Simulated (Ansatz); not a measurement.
HfO$_{2}$:
```yaml
crystal:
  lattice:
    - [4.78957, 0.00000, 0.00000]
    - [0.00000, 4.78957, 0.00000]
    - [0.00000, 0.00000, 3.18606]
  atoms:
    - { symbol: Hf, position: [0.00000, 0.00000, 0.00000] }
    - { symbol: Hf, position: [0.50000, 0.50000, 0.50000] }
    - { symbol: O, position: [0.19511, 0.80489, 0.50000] }
    - { symbol: O, position: [0.80489, 0.19511, 0.50000] }
    - { symbol: O, position: [0.69511, 0.69511, 0.00000] }
    - { symbol: O, position: [0.30489, 0.30489, 0.00000] }
```

This is the LDA-relaxed structure. Cartesian axes are those of the cell as given.

### Question
All from the program Ansatz at the LDA level (PAW), unless another level is named. Give the Poisson's ratio.

### Answer
0.30.

### Question
What about the elastic constants (relaxed ions, GPa)?

### Answer
C11 = 290, C12 = 212, C13 = 163, C33 = 499, C44 = 106, C66 = 226.

### Question
And the highest zone-centre frequency (without LO–TO term)?

### Answer
806 cm^-1.

Space group P4_2/mnm (rutile). The workflow started from a Materials Project entry (that database holds measured and hypothetical structures alike); the Crystallography Open Database copy checked does not list it. It is not the phase usual at ambient conditions (space group No. 14, 29). Symmetry was held in the LDA relaxation; of distortions, only those at the zone centre were tested. No spin polarisation was allowed. Scalar-relativistic: spin–orbit coupling is off unless named, which matters more the heavier the elements.

Potentials: the earlier of the program's two PAW sets.
